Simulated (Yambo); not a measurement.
```xyz
7
Lattice="5.1272 0.0000 0.0000 -2.5636 4.4403 0.0000 0.0000 0.0000 4.3638" Properties=species:S:1:pos:R:3 pbc="T T T"
B      2.5636     1.4801     0.0000
O      1.1792     1.3721     0.0000
O      3.1623     2.7331     0.0000
O      3.3494     0.3352     0.0000
F      0.0000     2.9602     2.1819
Zn     0.0000     2.9602     0.0000
Ba     0.0000     0.0000     2.1819
```

Response from Yambo on LDA (Quantum ESPRESSO, PseudoDojo norm-conserving, 84 Ry, no spin-orbit coupling) bands: 6×6×4 mesh, 86 bands, 3 Ry local-field block, 0.2 eV broadening.

Q: Give the static electronic dielectric constant without and with local fields along each axis.

A: 
```csv
field along,"ε(0), independent particles","ε(0), RPA with local fields",refractive index √ε
x,3.28,3.06,1.75
z,3.11,2.85,1.69
```
Electronic (clamped-ion) response only. LDA gaps are usually too small, which raises these values. Convergence of the RPA response with its 6×6×4 mesh was not tested. x, y and z are Cartesian axes of the cell as given.

Geometry of the Materials Project entry, not relaxed at this level.
